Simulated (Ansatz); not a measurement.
Consider the following.

HfTeSe:
```xyz
3
Lattice="3.7411 0.0000 0.0000 -1.8706 3.2399 0.0000 0.0000 0.0000 6.3174" Properties=species:S:1:pos:R:3 pbc="T T T"
Hf     0.0000     0.0000     6.1956
Te     1.8706     1.0800     1.7361
Se     0.0000     2.1599     4.7032
```

This is the LDA-relaxed structure.

All from plane-wave PAW LDA (Ansatz code), unless another level is named. Predict the electronic character.

metallic (no gap).

Give the formation energy from the elements (no fitted shifts).

-1064 meV/atom.

And the density of states at the Fermi level?

0.24 states/eV per atom (mean over ±0.08 eV).

Space group P3m1. The workflow started from a Materials Project entry (that database holds measured and hypothetical structures alike); the Crystallography Open Database copy checked does not list it. Its standing as an ambient phase is unchecked. The LDA relaxation kept the symmetry of its start; whether a distortion lowers the energy is not shown. No spin polarisation was allowed. A crystal of weakly bound layers computed without a dispersion correction: the cell and the soft elastic constants depend strongly on that. The references are the lowest solids computed at this level, not always the standard phases. Spin–orbit coupling is left out wherever it is not named.

Potentials: the later of the program's two PAW sets.
